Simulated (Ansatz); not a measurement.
Hf (hcp, Mg type)

```
Hf
1.0
    3.15907     0.00000     0.00000
   -1.57954     2.73584     0.00000
    0.00000     0.00000     4.99993
Hf
2
Cartesian
  0.00000   1.82389   3.74995
  1.57954   0.91195   1.24998
```

This relaxed cell (volume V₀) is scaled evenly in all directions, its shape held. Symmetry pins the atoms to their sites.

Method: PBEsol (plane waves to 420 eV, PAW, scalar-relativistic; Ansatz, a quantum-chemistry and plane-wave program). k mesh 17×17×9 (Γ-centred), Fermi-Dirac smearing 0.05 eV. Stress and pressure are positive under compression. Hf is run without spin polarisation. Hf was relaxed with its symmetry unable to fall. Spin-orbit coupling is left out, though Hf is heavy.

At one point of the scan the stress tensor (GPa) is:

```
   -9.1      0.0      0.0
    0.0     -9.1      0.0
    0.0      0.0     -9.4
```

Q: Which point is it?
A) V/V₀ = 1.025
B) V/V₀ = 1.050
C) V/V₀ = 1.100
D) V/V₀ = 1.075

A: C, V/V₀ = 1.100

(A scan under strain: stresses follow from slopes of the energy per volume, elastic moduli from its curvatures.)
